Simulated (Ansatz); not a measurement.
# W: zone-centre modes

Computed with Ansatz 0.2.0, DFT PBEsol, scalar-relativistic, plane waves, PAW. Settings: plane waves to 420 eV, k-mesh 16×16×16 (Γ-centred), Gaussian smearing 0.15 eV. Spin–orbit coupling is left out, which can shift energies with elements as heavy as these. No spin polarisation.

Reference structure (as given, not relaxed at this level):

```
W
1.0
     0.00000   -3.19460    0.00000
    -3.19460    0.00000    0.00000
     0.00000    0.00000   -3.19460
W
2
Cartesian
  -1.5973 -1.5973 -1.5973
  0.0000 0.0000 0.0000
```

Harmonic modes by finite displacements of 0.02 Å, without the LO–TO term. The cell doubles the primitive one, so its zone centre also holds the primitive cell's point q = (1/2, 1/2, 1/2).

(1) At this geometry, is the structure stable against these modes?

(2) List the wavenumbers in cm⁻¹.

## Answers

(1) Yes: no mode is imaginary beyond 10 cm⁻¹, and only the three translations lie near zero.

(2) 0, 0, 0, 160, 160, 160.

Cost: 1 run of about 0.2 core-minutes, on Intel Xeon 6975P-C (Granite Rapids) (shared hosts).